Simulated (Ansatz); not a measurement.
Values for one crystal, relaxed and computed with r²SCAN (plane waves, PAW; program Ansatz); other levels are named.

* **Volume per atom**: 14.77 Å³
* **Electronic character**: metallic (no gap)
* **Formation energy from the elements (no fitted shifts)**: -0.37 eV/atom
* **Density of states at the Fermi level**: 0.98 states/eV per atom (mean over ±0.08 eV)

Question: Which compound is it?
A) ZnPt3, Cu3Au type
B) GdPd3, Cu3Au type
C) CeCd3, Fm-3m (Ce on 4a, Cd on 4b, Cd on 8c)
D) HfBe5, P6/mmm (Hf on 1a, Be on 2c, Be on 3g)

Answer: A, ZnPt3, Cu3Au type

Space group Pm-3m (Cu3Au type). The first step of the workflow began from a Materials Project structure, measured or hypothetical; the Crystallography Open Database files this formula in space group No. 221, but the cells were not matched. Whether it is the stable phase at ambient conditions was not checked. The cell was relaxed with r²SCAN under the symmetry of its start; whether a distortion lowers the energy is not shown. No spin polarisation was allowed. The references are the lowest solids computed at this level, not always the standard phases. Spin–orbit coupling is left out wherever it is not named.

Potentials: the later of the program's two PAW sets.
